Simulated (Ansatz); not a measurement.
Data:

B$_{2}$Ru:
```xyz
3
Lattice="3.0060 0.0000 0.0000 -1.5030 2.6033 0.0000 0.0000 0.0000 3.2312" Properties=species:S:1:pos:R:3 pbc="T T T"
Ru     0.0000     0.0000     0.0000
B      0.0000     1.7355     1.6156
B      1.5030     0.8678     1.6156
```

This is the PBEsol-relaxed structure. x, y and z are the axes in which the lattice vectors are written.

Problem. All from the program Ansatz at the PBEsol level (PAW), unless another level is named. Estimate the Debye temperature from the elastic constants.

Solution. 479 K.

Problem. Next, the elastic constants (relaxed ions, GPa)?

Solution. C11 = 457, C12 = 276, C13 = 220, C33 = 441, C44 = 37.1.

Space group P6/mmm. A made-up cell: these elements were put on the sites of a structure type; neither database checked (COD, Materials Project) lists it. COD files the formula under space group No. 59. Its standing as an ambient phase is unchecked. The cell was relaxed with PBEsol under the symmetry of its start; whether a distortion lowers the energy is not shown. No spin polarisation was allowed. As this level gives no gap, shear constants depend on the k-mesh and smearing (Fermi–Dirac, 0.1 eV here). On the denser mesh and wider smearing of the elastic run this cell carries a stress of 0.4 GPa.

Potentials: the earlier of the program's two PAW sets. The files were generated under PBE; for other functionals the program regenerates the frozen cores, and for LDA and PBEsol the local potential too.
